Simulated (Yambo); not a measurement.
G0W0@PBEsol for RbCaH3 (cubic perovskite, space group Pm-3m, No. 221) in Yambo (2×2×2 mesh, 7 Ry block, plasmon pole, screening fixed), without a terminator:

```json
[
 {"bands N in G": "90", "gap M → M (eV)": "5.485", "shift of the valence edge (eV)": "-1.130"},
 {"bands N in G": "160", "gap M → M (eV)": "5.530", "shift of the valence edge (eV)": "-1.372"},
 {"bands N in G": "252", "gap M → M (eV)": "5.536", "shift of the valence edge (eV)": "-1.465"}
]
```

Q: Extrapolate both columns to infinite N with E(N) = E∞ + A/N, test the form, and compare with the terminator.

A: From two points, E∞ = (N2 E2 − N1 E1)/(N2 − N1). The two largest N give 5.55 eV for the gap and -1.63 eV for the shift; the two smallest give 5.59 eV and -1.68 eV. For the gap the slopes A are -9.3 and -2.6 eV: the form isn't reached, and its limit is uncertain. For the shift the slopes A are 50 and 41 eV: the form isn't reached, and its limit is uncertain. With the Bruneval-Gonze terminator and 252 bands the run gives 5.51 eV and -1.53 eV, 0.04 eV and 0.10 eV from the extrapolated values: the terminator too is an estimate of the remainder. Block, mesh and the bands in W are held fixed. In the run with 252 bands and a 7 Ry block, which covers more k points, the smallest G0W0 gap is 5.43 eV, X → M.

Geometry of the Materials Project entry, not relaxed at this level; primitive cell a = b = c = 4.5210 Å, α = β = γ = 90.00°.

A shift is the quasiparticle energy of the state minus its PBEsol energy.
